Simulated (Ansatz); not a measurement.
input.yaml (Ansatz)

```yaml
crystal:
  lattice:
    - [-1.8664054811, 1.5334497129, 1.3681013643]
    - [1.5334497129, -1.8664054811, 1.3681013643]
    - [3.4557394981, 3.4557394981, -1.9779104635]
  atoms:
    - { symbol: Re, position: [0.9583475155, 0.0416524845, 0.0] }
    - { symbol: Re, position: [0.7916524845, 0.2083475155, 0.5] }
hamiltonian:
  xc: pbe
  pseudopotentials:
    kind: paw
    azcp:
      Re: "pseudopotentials/Re.paw.azcp"
basis:
  ecutwfc: 420
  fft_grid_basis: typed
kpoints:
  mp_grid: { grid: [17, 17, 8], shift: [0, 0, 0] }
magnetization:
  spin_polarized: false
scf:
  occupations: { method: fermi_dirac, width: 0.1 }
  lower_state_search: "off"
output:
  stress: true
```

Terminal output

```
Engine: ansatz 0.2.0, x86_64-unknown-linux-gnu
Pseudopotentials: kind: paw
Pseudopotential: Re, paw, valence charge 15, recommended cutoff 420 eV (normal) 
Functional definition: PBE
  parameter kappa = 0.804
  parameter beta = 0.06672455060314922
  exchange = pbe_x(kappa = kappa, mu = beta*pi^2/3)
  correlation = pbe_c(beta = beta)
Crystal: 2 atoms, lattice volume = 29.909 Å³
Basis set: ecut = 420 eV, 579 PW (Γ)
Bands: 19, of which v1, the nominal top of the filled ones, is band 15 counted from 1 (14 counted from 0)
Symmetry: 4 space group operations
Space group: C2/c (ITA 15), of the structure as read, at distance tolerance 3.1e-5 Å
k-points: 621 of 2312
Non-local potential: Re, projectors of the file, l = 0: 3, l = 1: 2, l = 2: 2, l = 3: 1
PAW form: soft (Blöchl's): semilocal exchange-correlation on the pseudo side does not see the compensation charge
PAW one-centre angular grid: Re, 590 points (default); XC on 64 Gauss nodes
Initial density: superposition of atomic densities (neutral atoms: chi_scale 0, normalization atom), corrected by the library's trained network
Initial wavefunctions: pseudopotential atomic-orbital guess
Functional: x = pbe(κ = 0.804, μ = 0.2195149727645171), c = pbe(β = 0.06672455060314922)
SCF iter   1: F=—  HF=-21736.176897 eV  |F-HF|=—  |Δ(HF+E_count)|=         —  Δρ=7.67e-3  dr2=6.00e-3  ethr=1.77e-3  ⟨swp⟩=5.1  Hψ=52130  notcnv=0
SCF iter   2: F=—  HF=-21736.179512 eV  |F-HF|=—  |Δ(HF+E_count)|=   2.61e-3  Δρ=4.59e-3  dr2=2.27e-3  ethr=2.00e-5  ⟨swp⟩=1.4  Hψ=18131  notcnv=0
SCF iter   3: F=—  HF=-21736.180658 eV  |F-HF|=—  |Δ(HF+E_count)|=   1.15e-3  Δρ=2.47e-4  dr2=6.16e-6  ethr=7.56e-6  ⟨swp⟩=2.3  Hψ=15716  notcnv=0
SCF iter   4: F=—  HF=-21736.180658 eV  |F-HF|=—  |Δ(HF+E_count)|=   1.25e-7  Δρ=5.83e-5  dr2=5.55e-7  ethr=2.05e-8  ⟨swp⟩=2.0  Hψ=19780  notcnv=0
iter 5 did not close the SCF: its close was put off for the readings that it lacked (scf_convergence_deferred on its scf_iter line)
SCF iter   5: F=-21736.180658 eV  HF=-21736.180658 eV  |F-HF|=4.29e-9  |Δ(HF+E_count)|=   8.49e-8  Δρ=1.07e-5  dr2=1.81e-8  ethr=1.85e-9  ⟨swp⟩=3.0  Hψ=22039  notcnv=0
SCF iter   6: F=-21736.180658 eV  HF=-21736.180658 eV  |F-HF|=4.37e-11  |Δ(HF+E_count)|=  3.24e-10  Δρ=3.00e-6  dr2=7.80e-10  ethr=6.04e-11  ⟨swp⟩=2.0  Hψ=38215  notcnv=0
SCF 1 converged in 6 iterations: F = -21736.180658 eV  dr2 = 7.80e-10
SCF converged after 6 iterations
Free energy (F): -21736.180658 eV
Harris-Foulkes:  -21736.180658 eV  (|F-HF|=4.37e-11)
Internal energy: -21736.125061 eV  (E = F + TS)
E sigma→0 (E₀):  -21736.152859 eV
Entropy (-TS):   -0.055597 eV (-27.798 meV/atom)
Fermi energy:    23.542792 eV
--- Per-component energies (eV) ---
  E_band       = -155.765387
  E_kinetic    = 1081.116173
  E_local      = -1541.882183  (includes V_loc(G=0)·N_el)
  E_nonlocal   = 96.859133
  E_hartree    = 551.361961
  E_xc         = -807.709983
  E_vxc        = -607.839058  (∫ρ·V_xc dr)
  E_paw        = -17317.851190  (= ΣΔE_a)
  E_vpaw       = -286.743112  (= ΣTr[D̂ρ^β])
  E_aug_tail   = -0.000151  (compensation charges beyond the density's cutoff)
  E_ewald      = -3798.018820
  E_smearing   = -0.055597  (= −TS)
  E_closure    = 0.000000  (closes the sum)
  Σ components = -21736.180658   (vs F -21736.180658, Δ=0.00e0)
--- Stress (GPa, compression-positive) ---
        0.127441      -0.010667       0.039355
       -0.010667       0.127441       0.039355
        0.039355       0.039355      -0.022542
  P = ⅓ Tr σ = 0.0774 GPa (0.774 kbar)
```

Launched by

```sh
ansatz run input.yaml --threads 1 --pin off --max-ram 3584MiB --backend cpu --events-out ev --progress --plain --runs-dir out
```

On 1 thread of Intel(R) Xeon(R) Platinum 8259CL CPU @ 2.50GHz (Skylake/Cascade Lake) (shared host) this took about 19 s of wall time and 19 s of CPU time.
